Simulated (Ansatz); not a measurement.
Relaxation of a relaxed MgS cell, doubled along one cell vector, shaken by Gaussian noise of σ = 0.08 Å a coordinate; 4 atoms in the cell, which starts as P1 (No. 1), aP4; a = 3.679 Å, b = 3.679 Å, c = 6.373 Å, α = 73.22°, β = 73.22°, γ = 60.00°. Method: r2SCAN (plane waves to 500 eV, PAW, scalar-relativistic; Ansatz, an electronic-structure program). Γ-centred k-mesh 11×6×11 on the run's cell, Fermi–Dirac smearing 0.05 eV. 

The optimiser's lines from the output (shortened; P is positive under compression):

```
relax step   1: F+E_penalty+E_count = -5670.71591955 eV  Δ(F+E_penalty+E_count) = +0.000e0 eV  max|allowed force component| = 1.290e0 eV/Å  Δτ_max = 0.0000 Å  P = +3.041 GPa  Ω = 70.436 Å³  (7 SCF iters, dr2 threshold 1.00e-7 eV, accepted)
relax step   2: F+E_penalty+E_count = -5671.04126913 eV  Δ(F+E_penalty+E_count) = -3.253e-1 eV  max|allowed force component| = 6.717e-1 eV/Å  Δτ_max = 0.1949 Å  P = +2.356 GPa  Ω = 69.212 Å³  (7 SCF iters, dr2 threshold 4.00e-7 eV, accepted)
relax step   3: F+E_penalty+E_count = -5671.15070342 eV  Δ(F+E_penalty+E_count) = -1.094e-1 eV  max|allowed force component| = 1.214e-2 eV/Å  Δτ_max = 0.1074 Å  P = -0.038 GPa  Ω = 70.463 Å³  (7 SCF iters, dr2 threshold 4.00e-7 eV, accepted)
relax step   4: F+E_penalty+E_count = -5671.15237072 eV  Δ(F+E_penalty+E_count) = -1.667e-3 eV  max|allowed force component| = 6.651e-4 eV/Å  Δτ_max = 0.0032 Å  P = -0.005 GPa  Ω = 70.433 Å³  (4 SCF iters, dr2 threshold 4.00e-7 eV, accepted)
relax step   5: F+E_penalty+E_count = -5671.15237003 eV  Δ(F+E_penalty+E_count) = +6.986e-7 eV  max|allowed force component| = 6.009e-4 eV/Å  Δτ_max = 0.0000 Å  P = -0.005 GPa  Ω = 70.433 Å³  stress off target by 1.75e-2 GPa  SCF on the basis re-selected at this cell (its energy is not comparable with the rows above)  (6 SCF iters)
```

From the first to the last row the energy changes by -0.11 eV/atom and the volume by 0.0 %. The last row is marked as not comparable with the walk above it, whose basis was carried along; it does compare with step 1, since both stand on a basis selected at the nominal cutoff for their own cell.

 The final structure: Fm-3m (No. 225), cF8, rock salt type; a = b = c = 5.203 Å, α = β = γ = 90.00°. No spin polarisation in the result.
